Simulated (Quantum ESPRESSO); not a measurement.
## Computed NMR tensors in CdS

```yaml
crystal:
  lattice:
    - [0.00000, 2.94295, 2.94295]
    - [2.94295, 0.00000, 2.94295]
    - [2.94295, 2.94295, 0.00000]
  atoms:
    - { symbol: Cd, position: [0.00000, 0.00000, 0.00000] }
    - { symbol: S, position: [0.25000, 0.25000, 0.25000] }
```
The geometry is a computed Materials Project entry, not a measured one. It is CdS in F-43m. Stability against distortions was not tested.

These are absolute shieldings with no macroscopic susceptibility term; δ = σ_ref − σ needs a reference computed alike. By our sweeps, such settings leave a few ppm in absolute σ on light atoms and up to some 20 ppm from Zn on. No spin–orbit coupling; Cd is the heaviest element present. The datasets of S hold no d projectors, which limits absolute σ on these atoms. The band gap at this level is small, which makes the paramagnetic part of σ large and sensitive to the functional.

Problem. What do the calculations give at each independent site (shieldings by PBE GIPAW (a modified build of Quantum ESPRESSO, JTH PAW datasets), 20 Ha, k-mesh 8×8×8 shifted, f-sum rule met within 0.001 %)?

Solution. 
```csv
site,site symmetry,σ_iso (ppm)
Cd (atom 1),-43m,2931
S (atom 2),-43m,683
```
